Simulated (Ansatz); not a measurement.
Data:

GaAs:
```
GaAs
1.0
    3.74256     0.00000     0.00000
   -1.87128     3.24115     0.00000
    0.00000     0.00000     6.30295
Ga As
2 2
Direct
  0.00000   0.00000   0.00000
  0.00000   0.00000   0.50000
  0.33333   0.66667   0.25000
  0.66667   0.33333   0.75000
```

This is the r²SCAN-relaxed structure. Tensor components refer to the Cartesian frame of this cell.

### Question
All from r²SCAN in the plane-wave PAW code Ansatz, unless another level is named. Estimate the Hill bulk and shear moduli.

### Answer
79.2 and 23.0 GPa.

### Question
And the elastic constants (relaxed ions, GPa)?

### Answer
C11 = 107, C12 = 62.7, C13 = 61.4, C33 = 132, C44 = 20.7.

Space group P6_3/mmc (NiAs type). The start of the workflow was typed in or built on a structure type; neither database checked (COD, Materials Project) lists it. It is not the phase usual at ambient conditions (space group No. 216). The r²SCAN relaxation kept the symmetry of its start; whether a distortion lowers the energy is not shown. As this level gives no gap, shear constants depend on the k-mesh and smearing (Fermi–Dirac, 0.1 eV here).

Potentials: the later of the program's two PAW sets.
